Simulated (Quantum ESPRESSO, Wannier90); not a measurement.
# Tight-binding from DFT: Mg₂Sn (Fm-3m)

```xyz
3
Lattice="0.0000 3.3802 3.3802 3.3802 0.0000 3.3802 3.3802 3.3802 0.0000" Properties=species:S:1:pos:R:3 pbc="T T T"
Mg     1.6901     1.6901     1.6901
Mg    -1.6901    -1.6901    -1.6901
Sn     0.0000     0.0000     0.0000
```

Cell from Materials Project (mp-2343), symmetrised, no further relaxation. COD (Crystallography Open Database) has the formula in 2 space groups, this one among them (matched by group alone). Method: PBEsol plane waves in Quantum ESPRESSO 7.5 (PseudoDojo norm-conserving files, 68 Ry, no spin polarisation, no spin-orbit coupling), Bloch states on a 8×8×8 mesh through Γ, Wannier90 4.0.1. Density: 12×12×12 mesh, Gaussian smearing 0.01 Ry. Spin-orbit coupling is left out although heavy elements are present.

Base run: 12 functions from bands 14-34 of the 34 computed, start hydrogen-like Mg: s;p; Sn: s;p, centres 0.05 Å off the atoms, frozen window up to 1.50 eV relative to the Fermi level, outer window open. One thing is changed at a time; window edges are relative to the Fermi level. The misfit compares interpolated bands with pw.x on a high-symmetry path, for states up to 1.0 eV relative to the Fermi level. Converged means that the tolerances were met: symmetric starts can stop on a saddle, which shows as a larger Ω_OD at equal Ω_I and can move the misfit too.

```json
[
 {"setting": "base", "functions": "12", "frozen to (eV)": "1.50", "Ω_I (Å²)": "24.00", "Ω_D (Å²)": "0.01", "Ω_OD (Å²)": "3.87", "rms misfit (meV)": "4.0", "worst (meV)": "24", "ended": "converged"}
]
```

**Question.** Starting from this base row, predict which settings stop with an error, and how Ω_I and the misfit move in the others: frozen window to -1.50 eV; frozen window to 0.50 eV; no frozen window; outer window to 8.91 eV; outer window to 14.91 eV.

**Answer.** 
```
setting                    functions  frozen to (eV)  Ω_I (Å²)  Ω_D (Å²)  Ω_OD (Å²)  rms misfit (meV)  worst (meV)                               ended
-------------------------  ---------  --------------  --------  --------  ---------  ----------------  -----------  ----------------------------------
frozen window to -1.50 eV         12           -1.50     22.87      0.01       3.82                88          458                           converged
frozen window to 0.50 eV          12            0.50     23.23      0.00       3.78                22          232                           converged
no frozen window                  12            none     22.67      0.01       3.66               125          514                           converged
outer window to 8.91 eV           12            1.50         –         –          –                 –            –  stops: too few bands in the window
outer window to 14.91 eV          12            1.50     25.43      0.01       3.95               2.9           20                           converged
```

Runs of this sweep that didn't settle are not listed.
